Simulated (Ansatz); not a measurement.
An elastic tensor (GPa, Voigt order, standard axes) from DFT-r²SCAN in the program Ansatz with PAW potentials:

```
 277  54.4  54.4   0.0   0.0   0.0
54.4   277  54.4   0.0   0.0   0.0
54.4  54.4   277   0.0   0.0   0.0
 0.0   0.0   0.0  -9.5   0.0   0.0
 0.0   0.0   0.0   0.0  -9.5   0.0
 0.0   0.0   0.0   0.0   0.0  -9.5
```

Which compound is it?
A) TiC, rock salt
B) NbAg, rock salt
C) NbP, CsCl type
D) AgPt3, Cu3Au type

B, NbAg, rock salt

Space group Fm-3m (rock salt). The start of the workflow was typed in or built on a structure type; neither database checked (COD, Materials Project) lists it. Its standing as an ambient phase is unchecked. The r²SCAN relaxation kept the symmetry of its start. At this level the phase is mechanically unstable. The run is not spin-polarised. Its formation energy is positive at this level, so the cell may be metastable or incomplete. As this level gives no gap, shear constants depend on the k-mesh and smearing (Fermi–Dirac, 0.1 eV here).

Potentials: the later of the program's two PAW sets.
